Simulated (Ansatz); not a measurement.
Here is the system:

Relaxed C (graphite type, space group P6_3/mmc):

```yaml
crystal:
  lattice:
    - [2.45536, 0.00000, 0.00000]
    - [-1.22768, 2.12640, 0.00000]
    - [0.00000, 0.00000, 6.67065]
  atoms:
    - { symbol: C, position: [0.00000, 0.00000, 0.25000] }
    - { symbol: C, position: [0.00000, 0.00000, 0.75000] }
    - { symbol: C, position: [0.33333, 0.66667, 0.25000] }
    - { symbol: C, position: [0.66667, 0.33333, 0.75000] }
```

Scan: atom 2 (C, nearest neighbour C at 1.418 Å; its periodic images, 2.5 Å or more away, move with it) is displaced along Cartesian z, direction (0.000, 0.000, 1.000) in Cartesian axes, by s. The other atoms stay.

The numbers are results of r2SCAN+rVV10 (plane waves to 500 eV, PAW, scalar-relativistic; Ansatz, an electronic-structure program), not measurements. k mesh 12×12×4 (Γ-centred), Fermi-Dirac smearing 0.05 eV. Energies are smeared free energies. With partly filled bands, energies and forces of such displacements shift with the k mesh and the smearing. C was relaxed with its symmetry unable to fall. The zero of ΔE is the undisplaced structure.

The scan covers s from -0.140 to 0.140 Å in 11 points.

### Question
Is the energy the same for equal positive and negative displacements?

### Answer
Even: the same for both signs. With its periodic images moving along, the atom's site symmetry in this cell is -6m2.

### Question
What is the force constant k = d²E/ds² of this move at s = 0?

### Answer
17.2 eV/Å².

(A displaced cell: forces are minus the slopes of the energy, force constants its curvatures, and phonons follow from these.)
